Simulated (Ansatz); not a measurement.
# What DFT gives for LiPt2

```
Li Pt
1.0
     0.00000    3.85486    3.85486
     3.85486    0.00000    3.85486
     3.85486    3.85486    0.00000
Li Pt
2 4
Direct
  0.00000 0.00000 0.00000
  0.25000 0.25000 0.25000
  0.62500 0.62500 0.62500
  0.12500 0.62500 0.62500
  0.62500 0.62500 0.12500
  0.62500 0.12500 0.62500
```

The numbers come from plane-wave PAW DFT (Ansatz): r2SCAN, no spin polarisation, 500 eV, 8×8×8 Γ-centred k points, fermi-dirac occupations (width 0.1 eV). Nothing was relaxed.

Formation energy: -0.34 eV an atom against the elements' usual phases (free molecules for gases, crystals otherwise, with no correction for O₂ or N₂), so it is bound against them; other compounds may still compete. Relaxing would lower it.
Electronic structure: It is a metal, with about 2.7 states/eV a cell as the mean within 0.25 eV of the Fermi level, mostly Pt d (86 %).
Stress: The pressure is -13.9 GPa (compression positive), so with the atoms held at these fractions the cell would first shrink.
Contacts: Pt–Pt at 2.73 Å: least valence density 0.41 e/Å³ and ELF 0.31 there. Li–Pt at 3.20 Å: least valence density 0.04 e/Å³ and ELF 0.01 there. Li–Li at 3.34 Å: least valence density 0.03 e/Å³ and ELF 0.03 there, so no covalent bond. These are pseudo-fields; inside the PAW spheres they differ from the all-electron ones.
Charges: Bader charges in e: Li +0.91, Pt -0.46. In the mean Li gives up most and Pt takes most.

Origin: a database entry at a rescaled volume. Caveats: atoms or cell far from equilibrium.
